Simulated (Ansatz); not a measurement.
# SrCd: eigenvalues along the path

```xyz
2
Lattice="4.0030 0.0000 0.0000 0.0000 4.0030 0.0000 0.0000 0.0000 4.0030" Properties=species:S:1:pos:R:3 pbc="T T T"
Sr    2.0015    2.0015    2.0015
Cd    0.0000    0.0000    0.0000
```

Atom numbers follow the list: Sr1, Cd2.

The cell is COD entry 2310286, as deposited and not checked against the literature; nothing was relaxed.

The calculation used DFT, LDA, all-electron LAPW, scalar-relativistic (Ansatz 0.2.0).

Sampling and basis: a Γ-centred 10×10×10 k mesh, Fermi–Dirac smearing of 0.08 eV, basis error target 0.5 meV/atom, no spin polarisation.

Path points, in fractions of the reciprocal vectors: Γ (0.000, 0.000, 0.000), X (0.000, 0.500, 0.000), M (0.500, 0.500, 0.000), R (0.500, 0.500, 0.500). Levels in eV from the Fermi level; bands 14 to 26, counted from the lowest band of the run. The gap is zero.

```
# k(1/Å) point b14 b15 b16 b17 b18 b19 b20 b21 b22 b23 b24 b25 b26
0.000 Γ -17.61 -17.61 -17.61 -8.59 -8.59 -8.44 -8.44 -8.44 -5.84 1.34 1.34 3.96 3.96
0.056 - -17.62 -17.61 -17.61 -8.59 -8.59 -8.44 -8.44 -8.44 -5.83 1.32 1.35 3.91 3.91
0.112 - -17.62 -17.61 -17.61 -8.59 -8.59 -8.44 -8.44 -8.44 -5.78 1.26 1.36 3.76 3.76
0.168 - -17.64 -17.61 -17.61 -8.59 -8.58 -8.45 -8.45 -8.44 -5.71 1.13 1.38 3.58 3.58
0.224 - -17.66 -17.61 -17.61 -8.59 -8.56 -8.45 -8.45 -8.44 -5.60 0.92 1.40 3.38 3.38
0.280 - -17.68 -17.61 -17.61 -8.59 -8.54 -8.45 -8.45 -8.44 -5.47 0.64 1.44 3.19 3.19
0.336 - -17.71 -17.61 -17.61 -8.58 -8.53 -8.46 -8.46 -8.44 -5.31 0.29 1.47 3.00 3.00
0.392 - -17.73 -17.60 -17.60 -8.58 -8.51 -8.46 -8.46 -8.44 -5.13 -0.10 1.51 2.83 2.83
0.448 - -17.76 -17.60 -17.60 -8.58 -8.49 -8.46 -8.46 -8.44 -4.92 -0.50 1.55 2.67 2.67
0.505 - -17.78 -17.60 -17.60 -8.57 -8.47 -8.47 -8.47 -8.43 -4.69 -0.91 1.60 2.53 2.53
0.561 - -17.80 -17.60 -17.60 -8.57 -8.47 -8.47 -8.45 -8.43 -4.45 -1.31 1.63 2.42 2.42
0.617 - -17.82 -17.60 -17.60 -8.57 -8.47 -8.47 -8.44 -8.43 -4.19 -1.70 1.67 2.33 2.33
0.673 - -17.84 -17.60 -17.60 -8.57 -8.47 -8.47 -8.43 -8.43 -3.94 -2.04 1.69 2.27 2.27
0.729 - -17.84 -17.59 -17.59 -8.57 -8.47 -8.47 -8.43 -8.42 -3.72 -2.31 1.71 2.23 2.23
0.785 X -17.85 -17.59 -17.59 -8.57 -8.47 -8.47 -8.43 -8.42 -3.63 -2.42 1.71 2.22 2.22
0.841 - -17.85 -17.60 -17.59 -8.56 -8.48 -8.47 -8.43 -8.42 -3.63 -2.40 1.72 2.18 2.23
0.897 - -17.85 -17.61 -17.59 -8.56 -8.48 -8.48 -8.43 -8.42 -3.62 -2.35 1.76 2.08 2.27
0.953 - -17.84 -17.62 -17.59 -8.55 -8.49 -8.48 -8.44 -8.41 -3.60 -2.26 1.80 1.93 2.33
1.009 - -17.84 -17.64 -17.59 -8.55 -8.50 -8.48 -8.45 -8.41 -3.58 -2.13 1.73 1.86 2.42
1.065 - -17.84 -17.66 -17.59 -8.54 -8.51 -8.48 -8.45 -8.40 -3.54 -1.97 1.51 1.92 2.53
1.121 - -17.83 -17.68 -17.59 -8.53 -8.53 -8.49 -8.46 -8.39 -3.50 -1.78 1.28 1.97 2.67
1.177 - -17.83 -17.70 -17.58 -8.54 -8.53 -8.49 -8.47 -8.38 -3.46 -1.56 1.04 1.99 2.82
1.233 - -17.82 -17.73 -17.58 -8.55 -8.52 -8.49 -8.48 -8.37 -3.41 -1.33 0.81 1.97 2.99
1.289 - -17.82 -17.75 -17.58 -8.57 -8.52 -8.50 -8.49 -8.35 -3.36 -1.07 0.59 1.89 3.17
1.345 - -17.81 -17.77 -17.58 -8.58 -8.51 -8.50 -8.49 -8.34 -3.31 -0.80 0.40 1.75 3.36
1.401 - -17.81 -17.78 -17.57 -8.59 -8.51 -8.50 -8.50 -8.33 -3.26 -0.53 0.24 1.57 3.54
1.458 - -17.81 -17.80 -17.57 -8.59 -8.51 -8.51 -8.50 -8.32 -3.22 -0.28 0.12 1.36 3.70
1.514 - -17.81 -17.80 -17.57 -8.60 -8.51 -8.51 -8.51 -8.31 -3.20 -0.07 0.04 1.18 3.81
1.570 M -17.81 -17.81 -17.57 -8.60 -8.51 -8.51 -8.51 -8.31 -3.19 0.02 0.02 1.10 3.85
1.649 - -17.80 -17.80 -17.57 -8.60 -8.51 -8.51 -8.51 -8.32 -3.21 -0.11 0.03 1.25 3.78
1.728 - -17.80 -17.80 -17.57 -8.59 -8.51 -8.50 -8.50 -8.33 -3.27 -0.34 0.07 1.56 3.61
1.807 - -17.79 -17.79 -17.58 -8.57 -8.51 -8.50 -8.49 -8.34 -3.40 -0.51 0.13 1.86 3.41
1.887 - -17.78 -17.77 -17.58 -8.56 -8.52 -8.50 -8.48 -8.37 -3.60 -0.56 0.22 2.10 3.22
1.966 - -17.76 -17.75 -17.58 -8.54 -8.52 -8.49 -8.47 -8.39 -3.88 -0.47 0.32 2.25 3.08
2.045 - -17.74 -17.73 -17.59 -8.53 -8.52 -8.48 -8.46 -8.42 -4.19 -0.26 0.44 2.32 2.98
2.125 - -17.72 -17.71 -17.59 -8.54 -8.50 -8.48 -8.46 -8.45 -4.52 0.04 0.57 2.32 2.94
2.204 - -17.70 -17.69 -17.60 -8.55 -8.49 -8.48 -8.47 -8.45 -4.84 0.39 0.71 2.32 2.97
2.283 - -17.68 -17.67 -17.60 -8.56 -8.52 -8.47 -8.46 -8.44 -5.13 0.76 0.86 2.35 3.06
2.362 - -17.66 -17.65 -17.61 -8.57 -8.54 -8.46 -8.45 -8.44 -5.37 1.00 1.06 2.50 3.21
2.442 - -17.64 -17.63 -17.61 -8.58 -8.56 -8.45 -8.45 -8.44 -5.58 1.13 1.24 2.82 3.40
2.521 - -17.62 -17.62 -17.61 -8.59 -8.58 -8.45 -8.45 -8.44 -5.72 1.24 1.32 3.28 3.64
2.600 - -17.62 -17.61 -17.61 -8.59 -8.59 -8.44 -8.44 -8.44 -5.81 1.32 1.34 3.74 3.86
2.680 Γ -17.61 -17.61 -17.61 -8.59 -8.59 -8.44 -8.44 -8.44 -5.84 1.34 1.34 3.96 3.96
2.777 - -17.62 -17.61 -17.61 -8.59 -8.59 -8.44 -8.44 -8.44 -5.80 1.32 1.32 3.59 3.94
2.874 - -17.62 -17.62 -17.62 -8.58 -8.58 -8.45 -8.45 -8.44 -5.66 1.26 1.26 2.95 3.85
2.971 - -17.64 -17.63 -17.63 -8.56 -8.56 -8.45 -8.45 -8.45 -5.45 1.17 1.17 2.32 3.68
3.068 - -17.66 -17.65 -17.65 -8.54 -8.54 -8.46 -8.46 -8.45 -5.16 1.06 1.06 1.80 3.47
3.165 - -17.67 -17.66 -17.66 -8.51 -8.51 -8.47 -8.47 -8.47 -4.81 0.93 0.93 1.42 3.27
3.262 - -17.69 -17.68 -17.68 -8.49 -8.48 -8.48 -8.48 -8.48 -4.42 0.75 0.75 1.20 3.14
3.359 - -17.71 -17.70 -17.70 -8.51 -8.49 -8.49 -8.45 -8.45 -4.02 0.53 0.53 1.13 3.11
3.456 - -17.73 -17.72 -17.72 -8.53 -8.50 -8.50 -8.42 -8.42 -3.61 0.27 0.27 1.21 3.19
3.553 - -17.74 -17.74 -17.74 -8.54 -8.51 -8.51 -8.39 -8.39 -3.21 0.00 0.00 1.38 3.37
3.650 - -17.76 -17.75 -17.75 -8.54 -8.51 -8.51 -8.36 -8.36 -2.80 -0.26 -0.26 1.43 3.60
3.748 - -17.77 -17.77 -17.77 -8.54 -8.52 -8.52 -8.34 -8.34 -2.38 -0.47 -0.47 1.09 3.58
3.845 - -17.78 -17.77 -17.77 -8.53 -8.52 -8.52 -8.32 -8.32 -1.92 -0.64 -0.64 0.48 3.97
3.942 - -17.78 -17.78 -17.78 -8.52 -8.52 -8.52 -8.31 -8.31 -1.41 -0.74 -0.74 -0.19 4.43
4.039 R -17.78 -17.78 -17.78 -8.52 -8.52 -8.52 -8.31 -8.31 -0.89 -0.78 -0.78 -0.78 4.65
4.118 - -17.78 -17.78 -17.78 -8.52 -8.52 -8.52 -8.31 -8.31 -1.31 -0.76 -0.75 -0.31 4.47
4.197 - -17.79 -17.77 -17.77 -8.53 -8.52 -8.52 -8.32 -8.31 -1.73 -0.72 -0.67 0.24 4.07
4.277 - -17.79 -17.76 -17.76 -8.54 -8.52 -8.52 -8.34 -8.32 -2.11 -0.66 -0.54 0.83 3.63
4.356 - -17.79 -17.75 -17.75 -8.54 -8.52 -8.51 -8.36 -8.33 -2.44 -0.63 -0.36 1.43 3.27
4.435 - -17.80 -17.73 -17.73 -8.55 -8.51 -8.51 -8.39 -8.34 -2.72 -0.67 -0.14 1.99 3.05
4.515 - -17.80 -17.71 -17.71 -8.55 -8.51 -8.50 -8.42 -8.35 -2.95 -0.80 0.12 2.45 3.00
4.594 - -17.81 -17.69 -17.69 -8.55 -8.50 -8.49 -8.45 -8.36 -3.14 -1.02 0.41 2.69 2.71
4.673 - -17.82 -17.67 -17.67 -8.54 -8.50 -8.48 -8.48 -8.38 -3.30 -1.30 0.73 2.46 2.71
4.752 - -17.83 -17.65 -17.65 -8.53 -8.50 -8.49 -8.47 -8.39 -3.41 -1.59 1.07 2.24 2.63
4.832 - -17.83 -17.63 -17.63 -8.52 -8.52 -8.49 -8.46 -8.40 -3.50 -1.86 1.40 2.05 2.51
4.911 - -17.84 -17.62 -17.62 -8.54 -8.50 -8.48 -8.45 -8.41 -3.56 -2.10 1.71 1.91 2.39
4.990 - -17.84 -17.60 -17.60 -8.56 -8.49 -8.48 -8.44 -8.42 -3.60 -2.27 1.80 1.97 2.30
5.069 - -17.85 -17.60 -17.60 -8.56 -8.48 -8.47 -8.43 -8.42 -3.63 -2.39 1.74 2.15 2.24
5.149 X -17.85 -17.59 -17.59 -8.57 -8.47 -8.47 -8.43 -8.42 -3.63 -2.42 1.71 2.22 2.22
6.259 R -17.78 -17.78 -17.78 -8.52 -8.52 -8.52 -8.31 -8.31 -0.89 -0.78 -0.78 -0.78 4.65
6.315 - -17.78 -17.78 -17.78 -8.52 -8.52 -8.52 -8.31 -8.31 -1.17 -0.77 -0.77 -0.46 4.52
6.371 - -17.78 -17.78 -17.77 -8.53 -8.52 -8.52 -8.32 -8.31 -1.48 -0.74 -0.74 -0.08 4.20
6.427 - -17.79 -17.79 -17.76 -8.53 -8.52 -8.52 -8.33 -8.31 -1.77 -0.70 -0.70 0.34 3.81
6.483 - -17.79 -17.79 -17.74 -8.54 -8.52 -8.52 -8.35 -8.31 -2.02 -0.64 -0.64 0.78 3.40
6.539 - -17.79 -17.79 -17.72 -8.54 -8.52 -8.52 -8.37 -8.31 -2.25 -0.57 -0.57 1.25 3.00
6.595 - -17.79 -17.79 -17.70 -8.55 -8.52 -8.52 -8.39 -8.31 -2.45 -0.49 -0.49 1.74 2.62
6.651 - -17.79 -17.79 -17.68 -8.56 -8.52 -8.52 -8.41 -8.31 -2.63 -0.41 -0.41 2.25 2.28
6.707 - -17.80 -17.80 -17.65 -8.57 -8.51 -8.51 -8.43 -8.31 -2.78 -0.32 -0.32 1.98 2.77
6.763 - -17.80 -17.80 -17.63 -8.58 -8.51 -8.51 -8.45 -8.31 -2.91 -0.23 -0.23 1.72 3.32
6.819 - -17.80 -17.80 -17.61 -8.58 -8.51 -8.51 -8.47 -8.31 -3.01 -0.15 -0.15 1.50 3.88
6.875 - -17.80 -17.80 -17.59 -8.59 -8.51 -8.51 -8.49 -8.31 -3.09 -0.08 -0.08 1.32 3.93
6.931 - -17.81 -17.81 -17.58 -8.60 -8.51 -8.51 -8.50 -8.31 -3.14 -0.03 -0.03 1.20 3.88
6.987 - -17.81 -17.81 -17.57 -8.60 -8.51 -8.51 -8.51 -8.31 -3.18 0.01 0.01 1.13 3.86
7.043 M -17.81 -17.81 -17.57 -8.60 -8.51 -8.51 -8.51 -8.31 -3.19 0.02 0.02 1.10 3.85
```
